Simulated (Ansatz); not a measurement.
The calculation used DFT PBE, scalar-relativistic, plane waves, PAW (Ansatz). Cutoff 420 eV, Γ-centred meshes of about 0.25 Å⁻¹ or finer for metals and 0.3 Å⁻¹ for insulators (2π included), Gaussian smearing. No spin polarisation.

These are static total energies at zero pressure.

Two relaxed structures of GaSn4S3:

A.

```xyz
8
Lattice="5.8139 0.0000 0.0000 0.0000 5.8139 0.0000 0.0000 0.0000 5.8139" Properties=species:S:1:pos:R:3 pbc="T T T"
Ga    2.9070    2.9070    2.9070
Sn    2.9070    0.0000    0.0000
Sn    0.0000    2.9070    0.0000
Sn    0.0000    0.0000    2.9070
Sn    0.0000    0.0000    0.0000
S     0.0000    2.9070    2.9070
S     2.9070    0.0000    2.9070
S     2.9070    2.9070    0.0000
```

B.

```xyz
8
Lattice="4.0987 0.0000 0.0000 0.0000 4.0987 0.0000 0.0000 0.0000 11.6674" Properties=species:S:1:pos:R:3 pbc="T T T"
Ga    2.0494    2.0494    0.0000
Sn    2.0494    2.0494    2.9125
Sn    2.0494    2.0494    8.7549
Sn    0.0000    0.0000    0.0000
Sn    0.0000    0.0000    5.8337
S     2.0494    2.0494    5.8337
S     0.0000    0.0000    8.7081
S     0.0000    0.0000    2.9593
```

Question: Which would you expect to be lower, and how large is the difference?

Answer: B is lower, by 27 meV/atom. A has space group Pm-3m (No. 221), 24.6 Å³/atom and no gap on its mesh; B has space group P4/mmm (No. 123), 24.5 Å³/atom and no gap. Counting S atoms around Ga and Sn (those within 1.25 times the shortest such distance or 1.15 times the sum of covalent radii; the shortest distance is added where it is long for a bond; a slash parts the counts of unlike sites), A has Ga 6 from 2.9 Å, Sn 4 from 2.9 Å/12 from 4.1 Å and B has Ga 8 from 4.1 Å, Sn 2 from 3.0 Å/5 from 2.9 Å/6. In A, around Ga lie 6 S at 2.91 Å; Sn on a site of symmetry 4/mmm is surrounded by 2 Sn at 2.91 Å and 4 S at 2.91 Å; around S lie 2 Ga at 2.91 Å and 4 Sn at 2.91 Å; 1 more site not described. In B, Ga is surrounded by 6 Sn at 2.90–2.91 Å; Sn on a site of symmetry 4mm has 5 S at 2.90–2.92 Å and 1 Ga at 2.91 Å; S on a site of symmetry 4/mmm is surrounded by 6 Sn at 2.90–2.92 Å; 3 more sites not described. Both come from trial cells of a structure search, whose lowest cell (P1, 24.9 Å³/atom) lies 49 meV/atom below the lower of the two.

For metals, differences of a few meV/atom aren't resolved. In Pm-3m, P4/mmm an odd number of electrons in the primitive cell allows no gap without spin; a larger cell or a magnetic state could open one. With atoms moved at random, B (by 10 meV/atom) fell into a lower structure. A had no clear such test and can be a saddle point. Some types were kept out of the candidates beforehand, so the set may lack a known form.
